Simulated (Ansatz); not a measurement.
Data:

Nb:
```cif
data_Nb2
_chemical_formula_sum 'Nb2'
_space_group_name_H-M_alt 'Im-3m'
_space_group_IT_number 229
_space_group_name_Hall '-I 4 2 3'
_cell_length_a 3.30241
_cell_length_b 3.30241
_cell_length_c 3.30241
_cell_angle_alpha 90.000
_cell_angle_beta 90.000
_cell_angle_gamma 90.000
loop_
_atom_site_label
_atom_site_type_symbol
_atom_site_symmetry_multiplicity
_atom_site_Wyckoff_symbol
_atom_site_fract_x
_atom_site_fract_y
_atom_site_fract_z
_atom_site_occupancy
Nb1 Nb 2 a 0.00000 0.00000 0.00000 1
```
(The calculation used a cell of 1 atom; values per cell refer to that cell.)

This is the r²SCAN-relaxed structure.

Q: All from the program Ansatz at the r²SCAN level (PAW), unless another level is named. Predict the density of states at the Fermi level.

A: 1.4 states/eV per atom (mean over ±0.08 eV).

Q: Give the gap with spin–orbit coupling.

A: none (metallic).

The cell was relaxed with r²SCAN under the symmetry of its start. No spin polarisation was allowed. Scalar-relativistic: spin–orbit coupling is off unless named, which matters more the heavier the elements.

Potentials: the earlier of the program's two PAW sets.
